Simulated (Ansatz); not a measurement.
# YRh from its elements: all-electron against pseudopotential results

```
Y Rh
1.0
     3.35122    0.00000    0.00000
     0.00000    3.35122    0.00000
     0.00000    0.00000    3.35122
Y Rh
1 1
Direct
  0.50000 0.50000 0.50000
  0.00000 0.00000 0.00000
```

The cell comes from a relaxation on PAW files under the same functional, begun from a database entry that needn't be the ground state.

Computed with Ansatz 0.2.0; functional LDA, scalar-relativistic. Settings: a Γ-centred 12×12×12 k mesh, Fermi–Dirac smearing of 0.05 eV, no spin polarisation. Methods: LAPW: all electrons, basis error target 0.5 meV/atom; PAW: frozen-core files, cutoff 420 eV.

The elements are taken as Rh fcc, Y hcp, each relaxed on PAW files under the same functional and computed by the same method as the compound; zero-point and thermal terms are left out.

The PAW files were made under PBE.

Problem. Give the formation energy by each method, with the residual pressure at this cell and the LAPW gap.

Solution. 

| method | ΔE(formation) (eV/atom) | P at this cell (GPa) | gap (eV) |
| --- | --- | --- | --- |
| LAPW | -0.824 | 0.02 | 0.00 |
| PAW | -0.825 | 0.00 | – |

Problem. Give the LAPW value for one formula unit in kJ/mol.

Solution. -0.824 eV/atom × 2 atoms × 96.485 kJ/(mol·eV) = -159.0 kJ/mol, at zero temperature and without zero-point motion.
